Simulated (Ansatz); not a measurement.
Here is the system:

Te:
```cif
data_Te3
_chemical_formula_sum 'Te3'
_space_group_name_H-M_alt 'P3121'
_space_group_IT_number 152
_space_group_name_Hall 'P 31 2"'
_cell_length_a 4.62501
_cell_length_b 4.62501
_cell_length_c 5.90278
_cell_angle_alpha 90.000
_cell_angle_beta 90.000
_cell_angle_gamma 120.000
loop_
_atom_site_label
_atom_site_type_symbol
_atom_site_symmetry_multiplicity
_atom_site_Wyckoff_symbol
_atom_site_fract_x
_atom_site_fract_y
_atom_site_fract_z
_atom_site_occupancy
Te1 Te 3 a 0.74673 0.74673 0.00000 1
```

This is the r²SCAN-relaxed structure.

**Question.** All from DFT-r²SCAN in the program Ansatz with PAW potentials, unless another level is named. Estimate the smallest direct gap on the standard path.

**Answer.** 0.60 eV.

**Question.** Predict the band gap.

**Answer.** 0.55 eV (indirect).

**Question.** And the valence-band maximum?

**Answer.** on the L–H line, 77 % of the way from L.

**Question.** Next, the conduction-band minimum?

**Answer.** at H (2 equivalent valleys).

Space group P3_121 (trigonal Se type). The cell was relaxed with r²SCAN under the symmetry of its start. A crystal of weakly bound chains computed without a dispersion correction: the cell and the soft elastic constants depend strongly on that. Spin–orbit coupling is left out wherever it is not named.

Potentials: the later of the program's two PAW sets.
